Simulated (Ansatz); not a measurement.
# NaLaMnMoO6: changing the dispersion correction

The cell as given:

Space group C2/c (No. 15). a = 7.589 Å, b = 7.699 Å, c = 8.220 Å, α = 90.00°, β = 90.32°, γ = 90.00°
```tsv
atom	site	symmetry	x	y	z
Na	4e	2	0.5000	0.9936	0.7500
La	4e	2	0.5000	0.4876	0.7500
Mn	4d	-1	0.2500	0.2500	0.5000
Mo	4c	-1	0.2500	0.7500	0.5000
O	8f	1	0.2975	0.7545	0.7325
O	8f	1	0.4993	0.2194	0.5483
O	8f	1	0.7970	0.9980	0.4993
```

The cell comes from a database or a generator and needn't be the stable form of this composition.

Kept alike: task relaxation of cell and atoms; functional PBE; k mesh 4 × 4 × 3; occupations fermi-dirac, width 0.05 eV; collinear spin, ferromagnetic start. Program: Ansatz, Ansatz PAW, cutoff 420 eV. The mesh is that of the run's cell of 20 atoms. No spin-orbit coupling.

```csv
dispersion correction,volume (Å³/atom),first edge of the run's cell (Å),third edge of the run's cell (Å)
D3(BJ),11.726,5.365,8.150
D3(BJ)-ATM,11.763,5.368,8.165
D4,11.739,5.363,8.166
```

For a metal such a mesh leaves the last digits unconverged. Relaxations stop with a little pressure left, so the last digits of a volume or edge aren't settled. Ansatz's relaxations hold a Pulay term in the stress (up to 0.6 GPa here). The runs hold the magnetic state that their start led to, which needn't be the lowest.

Question: What does the dispersion correction change here?

Answer: The volume runs from 11.726 (D3(BJ)) to 11.763 Å³/atom (D3(BJ)-ATM). The first edge of the run's cell runs from 5.363 (D4) to 5.368 Å (D3(BJ)-ATM). The third edge of the run's cell runs from 8.150 (D3(BJ)) to 8.166 Å (D4).
